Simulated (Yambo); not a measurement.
Yambo run on RbCl (rock salt, space group Fm-3m, No. 225). The wavefunctions are PBEsol (pw.x of Quantum ESPRESSO, ONCV potentials, scalar-relativistic) ones on a 4×4×4 mesh (8 occupied bands); a = 4.625 Å, b = 4.625 Å, c = 4.625 Å, α = 60.00°, β = 60.00°, γ = 60.00°.

Yambo input:

```
rim_cut
gw0
dyson
el_el_corr
HF_and_locXC
ppa
em1d
RandQpts= 1000000
RandGvec= 1 Ry
EXXRLvcs= 58 Ry
VXCRLvcs= 232 Ry
Chimod= "HARTREE"
% BndsRnXp
 1 | 119 |
%
NGsBlkXp= 6 Ry
% LongDrXp
 1.0 | 1.0 | 1.0 |
%
PPAPntXp= 27.2114 eV
% GbndRnge
 1 | 119 |
%
GTermKind= "BG"
DysSolver= "n"
ExtendOut
% QPkrange
 1 | 1 | 8 | 9 |
%
```

k points by index: 1 = Γ.

Resulting energies as the program prints them:

```
#    K-point    Band    Eo [eV]    E [eV]    E-Eo [eV]    Vxc [eV]    Vnlxc [eV]    Sc|Eo [eV]    Sc|E [eV]    dSc/dw|Eo [eV]    Re(Z)    Im(Z)
#
    1    8    0.000000    -2.184028    -2.184028    -13.91030    -18.56584    1.976731    2.471520    -6.164063    0.815306    -0.002022
    1    9    4.899847    5.636889    0.737043    -6.863286    -3.120162    -2.904901    -3.006081    -3.735105    0.879304    -0.846797E-3
```
(The two width columns are left out.) Convergence of these settings isn't established.

Geometry relaxed with PBEsol.
